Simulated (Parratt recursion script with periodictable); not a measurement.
# How fast does roughness lower the EUV peak of a Si/Y multilayer on Si?

```
layer, from the top  thickness (Å)  density (g/cm³)  rms roughness of its top face (Å)  δ at 13.5 nm  β at 13.5 nm
-------------------  -------------  ---------------  ---------------------------------  ------------  ------------
Si (in each period)           48.2            2.313                             varied  9.927 × 10⁻⁴      0.001813
Y (in each period)            20.7            4.371                             varied       0.02576      0.002238
Si (substrate)                   –            2.313                                  2  9.927 × 10⁻⁴      0.001813
```

The refractive index is n = 1 − δ + iβ; the runs take δ and β at each wavelength of the scan. Vacuum lies above.

Densities are inputs, not measurements. They were set from computed cells of the Materials Project: Si from entry mp-149 (Fd-3m, 2.313 g/cm³); Y from entry mp-112 (P6₃/mmc, 4.371 g/cm³). A layer's crystal structure does not enter its constants, only its composition and density.

Method: EUV and soft X-ray reflectivity, Parratt recursion, Névot-Croce roughness, Henke tables (Parratt recursion script with periodictable 1.7.1).

Light falls at α = 10° from the surface normal. It is s-polarised. The wavelength is scanned from 12.42 to 14.58 nm in 161 evenly spaced points, without smoothing. The peak is the highest scan point; its wavelength and height come from a parabola through R at that point and its two neighbours.

The pair is repeated 40 times. The runs differ only in σ, the roughness on top of both layers of each period; the substrate's stays as listed.

| σ (Å) | peak λ (nm) | peak R (%) |
|---|---|---|
| 0 | 13.455 | 30.7 |
| 2 | 13.455 | 30.0 |
| 3 | 13.455 | 29.1 |
| 6 | 13.455 | ? |

Q: Estimate the peak reflectivity at σ = 6 Å from a line of ln R against σ², and compare with the factor exp[−(2πσ/D)²] for one weak reflection.

A: With R₀ = 30.7 % of the first row, ln(R/R₀) is 0.0000 at σ² = 0, −0.0231 at σ² = 4, −0.0535 at σ² = 9 Å². A least-squares line has slope −0.00595 Å⁻² and intercept 0.0003, which gives 24.8 % at σ² = 36 Å². For D = 68.9 Å, (2π/D)² = 0.00832 Å⁻², and that slope from the first row gives 22.8 %.

The run gave 24.7 %, so the line misses by 0.1 points. The fitted slope is 0.72 of (2π/D)² in size.
